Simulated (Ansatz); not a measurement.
Trial structures of Ga₃Se: starts and ends

All numbers below come from DFT PBE, scalar-relativistic, plane waves, PAW in Ansatz. Settings: cutoff 420 eV, Γ-centred meshes spaced at most about 0.3 Å⁻¹, and about 0.25 Å⁻¹ or finer for metals (2π included), Gaussian smearing. No spin polarisation in the final relaxations.

Each guess was relaxed in cell and atoms at zero pressure, within the symmetry of its start. These are static total energies at zero pressure. Coordination counts Ga atoms around Se (those within 1.25 times the shortest such distance or 1.15 times the sum of covalent radii; a plus sign parts nearer from farther groups; the shortest distance is added where it is long for a bond).

| guess | made from | start group | V start (Å³/atom) | end group | V end (Å³/atom) | coordination at the end | gap on mesh (eV) | E over the lowest end (meV/atom) |
| --- | --- | --- | --- | --- | --- | --- | --- | --- |
| 1 | random cell | P4/mmm | 21.5 | P4/mmm | 21.4 | Se 12 from 3.1 Å | 0 | 0 |
| 2 | Tc3Ge type | Fm-3m | 17.0 | Fm-3m (BiF3 (D0_3)) | 21.0 | Se 8+6 from 3.0 Å | 0 | 111 |
| 3 | random cell | Pm-3m | 23.1 | ? | ? | ? | ? | ? |
| 4 | TiCl3 type | P-31m | 21.6 | P-31m | 22.3 | Se 6 | 0 | 18 |

Guess 3 as it starts:

```
Ga Se
1.0
     4.52257    0.00000    0.00000
     0.00000    4.52257    0.00000
     0.00000    0.00000    4.52257
Ga Se
3 1
Direct
  0.50000 0.00000 0.00000
  0.00000 0.50000 0.00000
  0.00000 0.00000 0.50000
  0.50000 0.50000 0.50000
```

Task: Fill in the missing row: what does this guess relax into, and where does it rank?

Result: It ends in Ga and Se ordered on fcc sites, space group Pm-3m (No. 221), with a = 4.408 Å, 21.4 Å³/atom and no gap; its coordination is Se 12 from 3.1 Å. It lies 3 meV/atom over the lowest end, within the noise of guess 1 and below guess 4. Counting Ga atoms around Se, this end and the lowest (guess 1) both have Se 12 from 3.1 Å.

```
Ga Se
1.0
     4.40839    0.00000    0.00000
     0.00000    4.40839    0.00000
     0.00000    0.00000    4.40839
Ga Se
3 1
Direct
  0.50000 0.00000 0.00000
  0.00000 0.50000 0.00000
  0.00000 0.00000 0.50000
  0.50000 0.50000 0.50000
```

Energies over the elements count from the elements' standard structures at the same level, with no fitted energy shifts.

Task: Is the lowest end bound against the elements?

Result: Yes: its formation energy is −0.05 eV/atom. Whether it is stable depends on the other phases of the system, which aren't compared here.

The k mesh leaves some 4 meV/atom of noise in the energy of each metallic cell. In P4/mmm, Pm-3m, Fm-3m an odd number of electrons in the primitive cell allows no gap without spin; a larger cell or a magnetic state could open one. A magnetic state wasn't ruled out in cells without spin, among them Pm-3m. The reference form of Se is held partly by dispersion forces, which this level lacks. Cells relaxed within their symmetry can be saddle points. A lower structure may well exist outside this small set. Some structure types and database cells were kept out of the candidates from the start, so a known form may be missing.
